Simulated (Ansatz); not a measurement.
This cell of Rh (fcc, Cu type) is off equilibrium:

```yaml
crystal:
  lattice:
    - [0.00000, 3.80000, 3.80000]
    - [1.90000, 1.90000, 3.80000]
    - [1.90000, 1.90000, 0.00000]
  atoms:
    - { symbol: Rh, position: [0.97544, 0.02456, 0.97544] }
    - { symbol: Rh, position: [0.52456, 0.97544, 0.02456] }
```

Calculation: r2SCAN (plane waves to 500 eV, PAW, scalar-relativistic; Ansatz, a quantum-chemistry and plane-wave program). k mesh 21×21×21 (Γ-centred), Fermi-Dirac smearing 0.05 eV. Stress and pressure are positive under compression. With partly filled bands, energies and forces of such displacements shift with the k mesh and the smearing. Rh is run without spin polarisation. Rh was relaxed with its symmetry unable to fall.

Question: What forces act on the atoms (eV/Å, Cartesian)?

Answer: 
```tsv
atom	Fx	Fy	Fz
Rh1	0.000	1.228	0.000
Rh2	0.000	-1.228	0.000
```

Question: Give the stress tensor in GPa and the pressure.

Answer: 
```
   -0.8      0.0      0.0
    0.0      3.9      0.0
    0.0      0.0      4.5
```
The pressure, a third of the trace, is 2.5 GPa.

(For displaced atoms, the force is minus the slope of the energy, and its curvature is a force constant, which sets phonon frequencies.)
